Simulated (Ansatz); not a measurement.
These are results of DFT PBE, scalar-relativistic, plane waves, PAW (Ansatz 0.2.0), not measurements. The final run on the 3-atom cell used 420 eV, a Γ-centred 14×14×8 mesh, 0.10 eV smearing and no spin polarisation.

Formation energies are uncorrected and refer to the elements' standard structures at the same level (O₂ as a molecule).

Q: Find a candidate orthorhombic metal with formula Mg2O, with a formation energy near −1.24 eV/atom and about 22 Å³ per atom, in a cell of 3 atoms. Its symmetry should be Pmm2 (No. 25).

A: Mg2O, space group Pmm2 (No. 25). Mg on its first site has 1 O at 1.90 Å and 4 Mg at 3.10–3.23 Å; around Mg on its second site lie 2 O at 1.90 Å and 4 Mg at 3.10–3.23 Å; O is surrounded by 3 Mg at 1.90 Å.

```cif
data_structure
_symmetry_space_group_name_H-M 'P 1'
_symmetry_Int_Tables_number 1
_cell_length_a 3.2270
_cell_length_b 3.6135
_cell_length_c 5.5498
_cell_angle_alpha 90.000
_cell_angle_beta 90.000
_cell_angle_gamma 90.000
_cell_volume 64.71
loop_
_atom_site_label
_atom_site_type_symbol
_atom_site_fract_x
_atom_site_fract_y
_atom_site_fract_z
_atom_site_occupancy
Mg1 Mg 0.00000 0.00000 0.37823 1
Mg2 Mg 0.50000 0.00000 0.90200 1
O1 O 0.00000 0.00000 0.71978 1
```

- Volume per atom: 21.6 Å³
- Density: 1.7 g/cm³
- Energy over the elements: −1.24 eV/atom
- Gap on the 14×14×8 mesh of the 3-atom cell: 0 eV (a metal)

The cell was found from a structure generator's guess, not taken from experiment. The answer needn't be unique; the calculation gave this one.

Weakly bound directions are ill-defined at this level, which has no dispersion term. A structure relaxed within its symmetry needn't be a true minimum.
